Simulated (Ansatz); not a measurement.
## TaF$_{3}$: energy along a strain

TaF$_{3}$, Pm-3m, a = 3.901 Å (as given, not relaxed at this level: 25.5 GPa). The structure is a COD entry; whether it is the stable form wasn't checked. Ansatz: PBE, PAW, 420 eV, Γ-centred 12×12×12 mesh on 4 atoms, Gaussian smearing 0.15 eV; no spin polarisation. Cell vectors (Å): 3.901 0.000 0.000; 0.000 3.901 0.000; 0.000 0.000 3.901. The cell is strained by x per cent times the pattern (0 0 0 0 0 1) in the order xx yy zz yz xz xy (engineering shears), with fractional coordinates held. y is the free energy over the start, V0 = 14.843 Å³/atom. Symmetry makes y even in x. Points with a strain past 8.5 % were computed too (2) and aren't used here.

```tsv
x (%)	y (meV/atom)
-5.00	-3.15
0.00	0.00
1.25	-0.20
2.50	-0.80
3.75	-1.79
6.25	-4.88
7.50	?
```

Fit y = c2 x² + c4 x⁴ to the other rows, get the stiffness along the pattern, and predict the missing energy.

Least squares on the rows shown. y = −0.1283 x² + 8.783×10⁻⁵ x⁴. The clamped-ion stiffness p·C·p = 2 × -1.283 eV × 160.2 / 14.843 Å³ = -28 GPa, which is C66 in these axes (C44 of the cubic crystal) (second derivative at the start, which stands under stress). At x = 7.50 the fit asked for gives -6.94 meV/atom. The run gave -6.93 meV/atom, so the fit is 0.01 meV/atom too low, a small miss on the scale of the series.

Spin–orbit coupling is left out, which can shift energies with elements as heavy as these.